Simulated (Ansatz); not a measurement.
GdO: all-electron results

```xyz
2
Lattice="0.0000 2.6961 2.6961 2.6961 0.0000 2.6961 2.6961 2.6961 0.0000" Properties=species:S:1:pos:R:3 pbc="T T T"
Gd    0.0000    0.0000    0.0000
O     4.0442    4.0442    4.0442
```

Atoms are numbered in the order listed.

The cell is the one relaxed in the Materials Project (mp-7870), not relaxed further here; entries there can be hypothetical.

Where the f shell is localised, expect the real compound to differ from this run without U.

Other magnetic orders may lie lower; this is the state that the run reached.

No spin–orbit coupling, which matters for the heavy atoms here.

The calculation used DFT, PBEsol, all-electron LAPW, scalar-relativistic (Ansatz 0.2.0).

Numerical set-up: a Γ-centred 13×13×13 k mesh, Fermi–Dirac smearing of 0.08 eV, basis error target 1 meV/atom, spin-polarised from start moments Gd1 7 μB.

* Density of states at the Fermi level (0.2 eV bin): 1.74 states/eV per cell
* Löwdin charges (with 0.09 e of the cell spilling out of the atomic basis, so their sizes and signs hang on that basis): Gd1 0.68, O2 -0.60 e
* Moment of the cell: 7.46 μB
* Volume per atom: 19.60 Å³

Problem. Predict this quantity. Moments in the spheres.

Solution. Gd1 6.99, O2 -0.02 μB.

Problem. Band gap: what does the calculation give?

Solution. none: bands cross the Fermi level, a metal.

Problem. Predict this quantity. Pressure at this cell.

Solution. -4.03 GPa.
